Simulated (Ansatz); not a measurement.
Clean, relaxed (111) surface of Ta, space group Im-3m (No. 229) (top face towards +c; atoms held fixed, by place in the list: 1, 2, 3, 4):

```
Ta
1.0
     4.64562    0.00000    0.00000
    -2.32281    4.02322    0.00000
     0.00000    0.00000   23.63798
Ta
8
Direct
  0.66667 0.33333 0.35959
  0.33333 0.66667 0.39971
  0.00000 0.00000 0.43982
  0.66667 0.33333 0.47994
  0.33333 0.66667 0.51656
  0.00000 0.00000 0.56384
  0.66667 0.33333 0.59900
  0.33333 0.66667 0.62792
```

Theory: Ansatz, DFT PBE+D3(BJ), scalar-relativistic, plane waves, PAW. Plane waves to 420 eV, a k mesh through Γ of 6×6×1 on the computed 8-atom cell and Gaussian smearing (0.10 eV); no spin polarisation. The cell repeats along c with a dipole correction in the vacuum.

HF is adsorbed on the top face, one adsorbate per 18.7 Å², and relaxed from 3 starting sites (fractions of a and b). E_ads counts from the clean slab and the free adsorbate (spin-polarised where it has unpaired electrons); negative means bound. Heights count from the highest slab atom after relaxation. Δφ is the top face's. Δp counts per cell along +c. Bonded neighbours lie within 1.25 times the sum of covalent radii (1.35 for H) and, on that scale, within 12 % of the closest. With the adsorbate the cell is lengthened along c to keep the vacuum.

```tsv
start	ends at	E_ads (eV)	height (Å)	shortest contact	Δφ (eV)	Δp (e·Å)	whole?
top (Ta) at (0.33, 0.67)	(0.22, 0.88), 1 bonded neighbour (Ta)	-0.68	1.91	F–Ta 2.33 Å	+0.69	-0.067	yes
bridge (Ta-Ta) at (0.00, 0.50)	(0.21, 0.88), 1 bonded neighbour (Ta)	-0.68	1.91	F–Ta 2.34 Å	+0.68	-0.066	yes
top (Ta) at (0.67, 0.33)	(0.12, 0.33), 1 bonded neighbour (Ta)	-0.68	1.91	F–Ta 2.34 Å	+0.69	-0.066	yes
```

Among the sites tried, the lowest end comes from the bridge (Ta-Ta) at (0.00, 0.50) start; the top (Ta) at (0.33, 0.67) and the top (Ta) at (0.67, 0.33) starts ended within 0.02 eV of it, though not always at the same place; other sites may lie lower.

Each end is the local minimum or symmetric point that its start leads to. The slab is only 6.6 Å thick, so the energies aren't converged with thickness.